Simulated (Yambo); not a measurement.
KBH₄ (space group P2_1/m, No. 11, within 0.06 Å of P4_2/nmc), G0W0@LDA in Yambo with this input:

```
rim_cut
gw0
dyson
el_el_corr
HF_and_locXC
ppa
em1d
RandQpts= 1000000
RandGvec= 1 Ry
EXXRLvcs= 76 Ry
VXCRLvcs= 304 Ry
Chimod= "HARTREE"
% BndsRnXp
 1 | 197 |
%
NGsBlkXp= 7 Ry
% LongDrXp
 1.0 | 1.0 | 1.0 |
%
PPAPntXp= 27.2114 eV
% GbndRnge
 1 | 197 |
%
GTermKind= "BG"
DysSolver= "n"
ExtendOut
```

On a 2×2×2 mesh, with wavefunctions cut at 76 Ry, the gap (Γ → (-0.5, -0.5, 0)) is 8.948 eV and the valence edge shifts by -1.929 eV.

Q: What happens with this change: 6 Ry block?

A: The gap falls by 0.069 eV, to 8.879 eV; the shift of the valence edge becomes -1.868 eV. Neither run is shown to be the converged limit.

Geometry of the Materials Project entry, not relaxed at this level; primitive cell a = 4.6634 Å, b = 4.6777 Å, c = 6.5486 Å, α = 90.00°, β = 90.07°, γ = 90.00°.

The structure is a Materials Project entry; no match was found in the copy of COD used, and its stability was not checked.

A shift is the quasiparticle energy of the state minus its LDA energy.
